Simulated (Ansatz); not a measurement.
Here is the system:

HfC (rock salt)

```
CELL_PARAMETERS angstrom
      0.00000     4.64070     4.64070
      2.32035     2.32035     4.64070
      2.32035     2.32035     0.00000
ATOMIC_POSITIONS crystal
  C  0.00000 0.00000 0.00000
  C  0.50000 0.00000 0.00000
  Hf 0.00000 0.50000 0.50000
  Hf 0.50000 0.50000 0.50000
```

The atoms are displaced by Q × the pattern below (from a DFPT mode at X = (0.5, 0.5, 0.0), largest move 1; Q in Å), at fixed cell. (q is in reciprocal vectors of the primitive cell; the cell shown is doubled to hold the pattern.)

```csv
atom,x,y,z
C1,0.000,0.000,1.000
C2,0.000,0.000,-1.000
Hf3,0.000,0.000,0.004
Hf4,0.000,0.000,-0.004
```

Computed with r2SCAN (plane waves to 500 eV, PAW, scalar-relativistic; Ansatz, a first-principles code). k mesh 17×17×17 (Γ-centred), Fermi-Dirac smearing 0.05 eV. Energies are smeared free energies. With partly filled bands, energies and forces of such displacements shift with the k mesh and the smearing. HfC is run without spin polarisation. HfC was relaxed with its symmetry unable to fall. Spin-orbit coupling is left out, though Hf is heavy. The zero of ΔE is the undisplaced structure.

The scan covers Q from -0.100 to 0.100 Å in 13 points.

Problem. Is this a single well or a double well?

Solution. A single well with its minimum at or next to zero displacement.

Problem. Which space group does the distorted structure have?

Solution. P4/nmm (No. 129), lowered from Fm-3m.

Problem. What is the energy change at Q = 0.100 Å?

Solution. 154 meV/cell.

Problem. What harmonic wavenumber does the curvature at Q = 0 give?

Solution. 589 cm⁻¹.

(A displaced cell: forces are minus the slopes of the energy, force constants its curvatures, and phonons follow from these.)
